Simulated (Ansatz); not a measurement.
## Property card for CeAs

CeAs:
```
CeAs
1.0
    0.00000     2.93918     2.93918
    2.93918     0.00000     2.93918
    2.93918     2.93918     0.00000
Ce As
1 1
Cartesian
  0.00000   0.00000   0.00000
  2.93918   2.93918   2.93918
```
The run is spin-polarised; directions of the spins, atom by atom: ↑ 0.

Space group Fm-3m (No. 225), rock salt; conventional cell a = b = c = 5.878 Å, α = β = γ = 90.00°.

Method: PBEsol in the plane-wave PAW code Ansatz. The cell and atoms are relaxed at this level. Other levels are named where they apply.

Cell and energy:

- Volume per atom = 25.39 Å³
- Density = 7.03 g/cm³
- Formation energy from the elements (no fitted shifts) = -1356 meV/atom

Electronic structure:

- Electronic character = metallic (no gap)
- Density of states at the Fermi level = 1.8 states/eV per atom (mean over ±0.08 eV)

Magnetism:

* **Magnetic order**: ferromagnetic
* **Net moment**: 0.30 μB per atom

Charges:

Bader charges: Ce +1.43, As -1.43 e

The workflow started from an entry of the Crystallography Open Database (COD). Its standing as an ambient phase is unchecked. The PBEsol relaxation kept the symmetry of its start; whether a distortion lowers the energy is not shown. Magnetic state: ferromagnetic, chosen from 3 collinear starts compared on coarse meshes (ties went to the first, and starts can fall back to one state), not a proven ground state. Caveat: open 4f shells can settle in a state that is not the lowest. No Hubbard U is applied. The references are the lowest solids computed at this level, not always the standard phases. Scalar-relativistic: spin–orbit coupling is off unless named, which matters more the heavier the elements.

Potentials: the later of the program's two PAW sets.
